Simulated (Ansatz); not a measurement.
C (diamond)

```xyz
2
Lattice="0.0000 1.7858 1.7858 1.7858 0.0000 1.7858 1.7858 1.7858 0.0000" Properties=species:S:1:pos:R:3 pbc="T T T"
C      1.7858     1.7858     1.7858
C      2.6787     2.6787     2.6787
```

E(V) scan at fixed shape, V₀ the volume above. Symmetry pins the atoms to their sites.

These are PBE (plane waves to 420 eV, PAW, scalar-relativistic; Ansatz, a first-principles code) values and carry that method's errors. k mesh 16×16×16 (Γ-centred), Fermi-Dirac smearing 0.05 eV. The energy includes the smearing's −TS. Stress and pressure are positive under compression. C was relaxed with its symmetry unable to fall. ΔE is measured from the relaxed starting cell.

| V (Å³/atom) | ΔE (meV/atom) |
|---|---|
| 5.353 | 30.5 |
| 5.422 | 19.1 |
| 5.490 | 10.6 |
| 5.558 | 4.6 |
| 5.627 | 1.1 |
| 5.695 | 0.0 |
| 5.763 | 1.1 |
| 5.832 | 4.3 |
| 5.900 | withheld |
| 5.968 | 16.5 |
| 6.037 | 25.3 |

Fit a third-order Birch-Murnaghan form (E₀, V₀, B₀, B₀′ free) to the given rows and predict ΔE at V = 5.900.

Least squares on the 10 given rows: ΔE = E₀ + (9V₀B₀/16)·y²·[2 + (B₀′ − 4)y], y = (V₀/V)^(2/3) − 1, with V₀ = 5.695 Å³/atom, B₀ = 432.6 GPa (160.2 GPa = 1 eV/Å³; the term in eV is multiplied by 1000), B₀′ = 3.68, E₀ = 0.01 meV/atom; root-mean-square residual 0.03 meV/atom. At 5.900 the fit gives 9.4 meV/atom; the calculation gives 9.4 meV/atom, the same to the digits shown. For the pressure the fit gives -14.3 GPa against the computed -14.3 GPa.

(A scan under strain: stresses follow from slopes of the energy per volume, elastic moduli from its curvatures.)
